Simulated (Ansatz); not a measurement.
GaAs:
```xyz
8
Lattice="6.9161 0.0000 0.0000 0.0000 6.9161 0.0000 0.0000 0.0000 4.0038" Properties=species:S:1:pos:R:3 pbc="T T T"
Ga     2.2410     4.6751     0.0000
Ga     4.6751     2.2410     0.0000
Ga     5.6991     5.6991     2.0019
Ga     1.2170     1.2170     2.0019
As     2.1982     2.1982     0.0000
As     4.7180     4.7180     0.0000
As     1.2599     5.6562     2.0019
As     5.6562     1.2599     2.0019
```

Relaxed with PBEsol. Special points in fractions of this cell's reciprocal vectors: Γ (0.000, 0.000, 0.000); X (0.000, 0.500, 0.000); M (0.500, 0.500, 0.000); Z (0.000, 0.000, 0.500); R (0.000, 0.500, 0.500); A (0.500, 0.500, 0.500).

Problem. List the band energies nearest the valence-band maximum at these points for PBEsol with spin–orbit coupling in the plane-wave PAW code Ansatz.

Solution. In eV from the valence-band maximum; about four levels below and three above (degenerate sets whole), none deeper than 8.9 eV; points with the same levels are listed once.

```
k                    below                above
-  -----------------------  -------------------
Γ    -0.06 -0.06 0.00 0.00  0.38 0.38 0.93 0.93
X  -0.79 -0.79 -0.79 -0.79  1.62 1.62 1.62 1.62
M  -1.37 -1.37 -1.37 -1.37  1.62 1.62 1.62 1.62
Z  -2.22 -2.22 -2.22 -2.22  2.14 2.14 2.14 2.14
R  -1.32 -1.32 -1.30 -1.30  1.55 1.55 1.57 1.57
A  -1.69 -1.69 -1.69 -1.69  0.52 0.52 0.52 0.52
```

Space group P4_2/mnm. The start of the workflow was typed in or built on a structure type; neither database checked (COD, Materials Project) lists it. It is not the phase usual at ambient conditions (space group No. 216). The PBEsol relaxation kept the symmetry of its start; its stability against distortions is not shown here. The volume moved by 16 % from the start of the relaxation.

Potentials: the earlier of the program's two PAW sets. The files were generated under PBE; for other functionals the program regenerates the frozen cores, and for LDA and PBEsol the local potential too.
